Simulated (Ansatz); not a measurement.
BaTiO₃:
```
BaTiO3
1.0
    3.98581     0.00000     0.00000
    0.00000     3.98581     0.00000
    0.00000     0.00000     4.19980
Ti Ba O
1 1 3
Direct
  0.50000   0.50000   0.45754
  0.00000   0.00000   0.94036
  0.50000   0.50000   0.88910
  0.50000   0.00000   0.40950
  0.00000   0.50000   0.40950
```

Relaxed with PBE. Special points in fractions of this cell's reciprocal vectors: Γ (0.000, 0.000, 0.000); X (0.000, 0.500, 0.000); M (0.500, 0.500, 0.000); Z (0.000, 0.000, 0.500); R (0.000, 0.500, 0.500); A (0.500, 0.500, 0.500).

### Question
List the band energies nearest the valence-band maximum at these points for PBE in the plane-wave PAW code Ansatz.

### Answer
In eV from the valence-band maximum; about four levels below and three above (degenerate sets whole), none deeper than 8.9 eV; points with the same levels are listed once.

```
k                         below           above
-  ----------------------------  --------------
Γ       -1.34 -0.90 -0.54 -0.54  1.84 2.47 2.47
X       -1.95 -1.69 -1.55 -1.31  2.54 3.46 3.57
M       -2.01 -1.13 -1.13 -0.03  3.61 3.61 3.95
Z       -2.02 -1.95 -0.71 -0.71  1.94 3.47 3.47
R       -1.84 -1.15 -1.06 -0.49  3.50 3.52 3.76
A  -2.58 -2.58 -0.46 -0.46 0.00  3.99 3.99 4.10
```

Space group P4mm. The cell was relaxed with PBE under the symmetry of its start. No spin polarisation was allowed. Scalar-relativistic: spin–orbit coupling is off unless named, which matters more the heavier the elements.

Potentials: the later of the program's two PAW sets.
